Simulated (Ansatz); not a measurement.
An Ansatz (a first-principles code) run. Input:

Ansatz 0.2 input:
```yaml
crystal:
  lattice:
    - [1.9398592397, -5.3650481556, 0.0]
    - [1.9398592397, 5.3650481556, 0.0]
    - [0.0, 0.0, 3.9985386434]
  atoms:
    - { symbol: Te, position: [0.6415863918, 0.3584136082, 0.25] }
    - { symbol: Pd, position: [0.8959590109, 0.1040409891, 0.25] }
    - { symbol: Te, position: [0.3584136082, 0.6415863918, 0.75] }
    - { symbol: Pd, position: [0.1040409891, 0.8959590109, 0.75] }
kpoints:
  mp_grid: { grid: [11, 11, 10] }
hamiltonian:
  xc: r2scan
  pseudopotentials: { kind: paw }
scf:
  occupations: { method: gaussian, width: 0.05 }
checkpoint: { read: metal.run }
output: { write_density: true, elf: true, volumetric_format: npy }
basis: { fft_grid_basis: typed }
```

Output (shortened):

```
Pseudopotential: Te, paw, valence charge 16
Pseudopotential: Pd, paw, valence charge 18
Functional definition: r2SCAN
Crystal: 4 atoms, lattice volume = 83.229 Å³
Basis set: ecut = 500 eV, 2095 PW (Γ), exchange–correlation on 180×180×120 points (64 copies of the dense FFT grid, shifted against one another)
Bands: 41, of which v1, the nominal top of the filled ones, is band 34 counted from 1 (33 counted from 0)
Symmetry: 8 space group operations
Space group: Cmcm (ITA 63), of the structure as read, at distance tolerance 4.4e-5 Å
k-points: 216 of 1210
Stability of the state it starts from, as read at its close in the unpolarized treatment …
iter 1 solved again at ethr=1.76e-8 eV; its pass at ethr=3.10e-3 eV (dr2=1.19e-5 eV) is discarded
SCF iter   1: F=—  HF=-27962.040470 eV  |F-HF|=—  |Δ(HF+E_count)|=         —  Δρ=3.41e-7  dr2=9.10e-11  dr2_τ=5.04e-12  ethr=1.76e-8  ⟨swp⟩=4.0  Hψ=65189  notcnv=0
preconditioner: auto → Kerker (q_TF=auto, 2.638 Å⁻¹)
SCF iter   2: F=-27962.040470 eV  HF=-27962.040470 eV  |F-HF|=3.64e-12  |Δ(HF+E_count)|=   1.72e-8  Δρ=2.03e-7  dr2=4.19e-11  dr2_τ=5.30e-12  ethr=1.00e-12  ⟨swp⟩=7.1  Hψ=32165  notcnv=0
SCF 1 converged in 2 iterations: F = -27962.040470 eV  dr2 = 4.19e-11
SCF converged after 2 iterations
Free energy (F): -27962.040470 eV
Harris-Foulkes:  -27962.040470 eV  (|F-HF|=3.64e-12)
Internal energy: -27962.037502 eV  (E = F + TS)
E sigma→0 (E₀):  -27962.038986 eV
Entropy (-TS):   -0.002968 eV (-0.742 meV/atom)
Fermi energy:    15.072429 eV
--- Per-component energies (eV) ---
  E_band       = -851.631013
  E_kinetic    = 1394.011030
  E_local      = -6158.994134  (includes V_loc(G=0)·N_el)
  E_nonlocal   = -183.593733
  E_hartree    = 3109.580116
  E_xc         = -551.193464
  E_vxc        = -689.135070  (∫ρ·V_xc dr)
  E_paw        = -16919.063608  (= ΣΔE_a)
  E_vpaw       = -1481.106915  (= ΣTr[D̂ρ^β])
  E_aug_tail   = 0.000146  (compensation charges beyond the density's cutoff)
  E_vtau       = 48.027446  (kinetic-family band-sum trace: ∫τ·v_τ [+ j·A + Jᵃ·Aᵃ] dr)
  E_ewald      = -8652.449392
  E_core_change = -0.334462  (= ΣΔE_core)
  E_smearing   = -0.002968  (= −TS)
  E_closure    = 0.000000  (closes the sum)
  Σ components = -27962.040470   (vs F -27962.040470, Δ=0.00e0)
  [band-id]    e_kinetic+e_local+e_nonlocal+2·e_hartree+e_vxc+e_vpaw+e_augmentation_tail+e_vtau = -851.630998   (vs E_band -851.631013, Δ=1.56e-5)
--- Band table (eV; the first three rows and the last of 216) ---
  k-point 0: bands = ["-71.7579", "-71.7521", "-36.7098", "-36.7021", "-36.6754", "-36.6746", "-36.6678", "-36.6560", "-23.3413", "-23.3410", "-23.3342", "-23.3270", "-23.3258", "-23.3221", "-23.3164", "-23.3155", "-23.3096", "-23.3065", "1.0912", "3.5127", …
  k-point 1: bands = ["-71.7578", "-71.7522", "-36.7103", "-36.7029", "-36.6752", "-36.6739", "-36.6680", "-36.6562", "-23.3412", "-23.3410", "-23.3343", "-23.3275", "-23.3254", "-23.3214", "-23.3161", "-23.3150", "-23.3093", "-23.3070", "1.1719", "3.5199", …
  k-point 2: bands = ["-71.7574", "-71.7526", "-36.7112", "-36.7049", "-36.6747", "-36.6718", "-36.6686", "-36.6566", "-23.3411", "-23.3410", "-23.3343", "-23.3288", "-23.3240", "-23.3198", "-23.3156", "-23.3134", "-23.3092", "-23.3080", "1.4080", "3.5138", …
  k-point 215: bands = ["-71.7550", "-71.7550", "-36.7125", "-36.7125", "-36.6718", "-36.6718", "-36.6615", "-36.6615", "-23.3408", "-23.3408", "-23.3319", "-23.3319", "-23.3169", "-23.3169", "-23.3163", "-23.3163", "-23.3075", "-23.3075", "2.9447", "2.9447", …
```

Cost: very roughly 40 core-seconds on shared cores.

The start of the workflow was typed in or built on a structure type; neither database checked (COD, Materials Project) lists it. COD files the formula under space group No. 194. Its standing as an ambient phase is unchecked. The r²SCAN relaxation kept the symmetry of its start; whether a distortion lowers the energy is not shown. No spin polarisation was allowed. Scalar-relativistic: spin–orbit coupling is off unless named, which matters more the heavier the elements.

Potentials: the later of the program's two PAW sets.

Ansatz is a plane-wave DFT program.
